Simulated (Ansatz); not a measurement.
Values for one crystal, relaxed and computed with plane-wave PAW PBEsol (Ansatz code); other levels are named.

```yaml
volume_per_atom: 19.92 Å³
electronic_character: metallic (no gap)
Density of states at the Fermi level: 1.3 states/eV per atom (mean over ±0.08 eV)
Gap with spin–orbit coupling: none (metallic)
Bulk modulus (Birch–Murnaghan fit): 126 GPa
highest_zone_centre_frequency: 236 cm⁻¹
zone_centre_stability: no imaginary mode at Γ
```

**Question.** Which compound is it?
(A) ZrRh3, Cu3Au type
(B) ZrMo, rock salt
(C) ZrCu, P2_1/m (Zr on 2e, Cu on 2e)
(D) CoMo, L1₀ or tetragonal B2

**Answer.** B, ZrMo, rock salt

Space group Fm-3m (rock salt). The start of the workflow was typed in or built on a structure type; neither database checked (COD, Materials Project) lists it. Whether it is the stable phase at ambient conditions was not checked. Symmetry was held in the PBEsol relaxation. At this level the phase is mechanically unstable. The run is not spin-polarised. Its formation energy is positive at this level, so the cell may be metastable or incomplete. As this level gives no gap, phonon frequencies hold no LO–TO term and depend on the k-mesh and smearing (Fermi–Dirac, 0.1 eV here). Spin–orbit coupling is left out wherever it is not named.

Potentials: the later of the program's two PAW sets.
